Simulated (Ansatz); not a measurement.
How the vibrations of Au change with volume

Level of theory: DFT LDA, scalar-relativistic, plane waves, PAW (Ansatz). Settings: 420 eV plane-wave cutoff, Γ-centred 18×18×10 mesh, Fermi-Dirac smearing of 0.15 eV. No spin polarisation. Phonons by linear response, acoustic sum rule imposed.

The cell, relaxed at this level:
```cif
data_structure
_symmetry_space_group_name_H-M 'P6_3/mmc'
_symmetry_Int_Tables_number 194
_cell_length_a 2.8369
_cell_length_b 2.8369
_cell_length_c 4.7620
_cell_angle_alpha 90.000
_cell_angle_beta 90.000
_cell_angle_gamma 120.000
_cell_volume 33.19
loop_
_atom_site_label
_atom_site_type_symbol
_atom_site_symmetry_multiplicity
_atom_site_Wyckoff_symbol
_atom_site_fract_x
_atom_site_fract_y
_atom_site_fract_z
_atom_site_occupancy
Au1 Au 2 d 0.33333 0.66667 0.75000 1
```

In a metal, frequencies depend on the k mesh and the smearing, soft modes most. Spin–orbit coupling is left out, which can shift energies with elements as heavy as these.

Cells at 0.98 and 1.02 times the equilibrium volume were relaxed in shape and atoms; γ = −d ln ν / d ln V, modes matched by rank.

Question: Give the optical frequencies at Γ (cm⁻¹) at the three volumes and the mode Grüneisen parameters.

Answer:
```
0.98 V    V  1.02 V     γ  degeneracy
    43   40      36  4.79           2
   162  152     142  3.22           1
```

Question: What pressures hold the two strained cells, and what bulk modulus follows?

Answer: 4.09 GPa at 0.98 V and -3.57 GPa at 1.02 V, so B = −dP/d ln V ≈ 192 GPa.

This form isn't the element's structure at ambient conditions.